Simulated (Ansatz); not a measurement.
# Structures of NaIn$_{2}$: which is lowest?

Plane-wave DFT in Ansatz with scalar-relativistic PAW potentials, cutoff 420 eV, Γ-centred meshes chosen by cell and gap, Gaussian smearing with energies taken to zero width. Every cell was relaxed (cell and atoms) in a run of its own, within the symmetry of its start. Functional: PBE.

Relaxed structures (starts from databases or built by putting these elements on another compound's sites):
A. I4_1/amd, 6 atoms in the computed cell, a = 6.138 Å, c = 9.758 Å; sites (symmetry × multiplicity) Na -4m2 × 4, In 2mm. × 8; start: built
B. P6/mmm, 3 atoms in the computed cell, a = 5.156 Å, c = 3.543 Å; sites (symmetry × multiplicity) Na 6/mmm × 1, In -6m2 × 2; start: built
C. Fd-3m, 6 atoms in the computed cell, a = 8.859 Å; sites (symmetry × multiplicity) Na -43m × 8, In .-3m × 16; start: built

Question: Rank them by energy. Could pressure change the order?

Answer:
| structure | group | E − E(lowest) (meV/atom) | V (Å³/atom) | gap on mesh (eV) |
| --- | --- | --- | --- | --- |
| B | P6/mmm | 0.0 | 27.19 | 0.00 |
| C | Fd-3m | 40 | 28.97 | 0.00 |
| A | I4_1/amd | 180 | 30.64 | 0.00 |

B is lowest, 40 meV/atom under C. The lowest is also the densest of these, so pressure wouldn't bring one of the others in at first order. Other structures may lie lower than all of these, and vibrations aren't counted.